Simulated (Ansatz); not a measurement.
An elastic constant from a strain scan in Sn

The calculation used DFT r2SCAN, scalar-relativistic, plane waves, PAW in Ansatz 0.2.0. The runs took a 500 eV cutoff, a Γ-centred 22×22×22 mesh and Gaussian smearing (0.15 eV). No spin polarisation. Energies are free energies at this smearing, counted from the undisturbed cell; pressure is positive in compression.

Reference structure (relaxed at this level; with this scan's settings it stands at -0.3 GPa; this bcc form isn't the usual structure):

```yaml
crystal:
  lattice:
    - [-1.89129, 1.89129, 1.89129]
    - [1.89129, -1.89129, 1.89129]
    - [1.89129, 1.89129, -1.89129]
  atoms:
    - { symbol: Sn, position: [0.00000, 0.00000, 0.00000] }
```

The cell is strained by ε times the Voigt pattern (1, 1, 0, 0, 0, 0) (xx, yy, zz, yz, xz, xy; engineering shear) with fractional coordinates fixed. The cell holds 1 atom in V0 = 27.06 Å³. The stress column is τ = (1/V0) dE/dε, got from the stress tensor σ (compression positive) at each point as −det(1 + εP) σ : P(1 + εP)⁻¹, with P the pattern as a tensor.

| ε | ΔE (meV/atom) | τ (GPa) |
| --- | --- | --- |
| -0.0300 | 13.754 | -6.406 |
| -0.0200 | 5.172 | -3.809 |
| -0.0100 | 0.721 | -1.498 |
| 0.0000 | 0.000 | 0.612 |
| 0.0100 | 2.647 | 2.476 |
| 0.0200 | 8.190 | 4.041 |
| 0.0300 | 16.153 | 5.363 |
| 0.0400 | ? | ? |

Which combination of elastic constants does this scan measure, and how large is it?

For small ε, τ = τ0 + Kε with K = pᵀCp, which for this pattern is 2(C11 + C12) in the cubic axes. The parabola through τ at ε = -0.0100, 0 and 0.0100 has slope K = 199 GPa at zero. The energies per cell, E = NΔE, of the same two points give K = 2[E(ε₊)/ε₊ − E(ε₋)/ε₋]/[(ε₊ − ε₋)V0] = 199 GPa, in agreement.

Predict the withheld row at ε = 0.0400 from the harmonic law, and compare.

ΔE = V0(τ0 ε + Kε²/2)/N = 30.983 meV/atom and τ = 8.56 GPa. The calculation gives 26.247 meV/atom and 6.59 GPa: the energy lies 15 % below the harmonic value, as bonds soften when stretched.

In a metal these slopes depend on the k mesh and the smearing.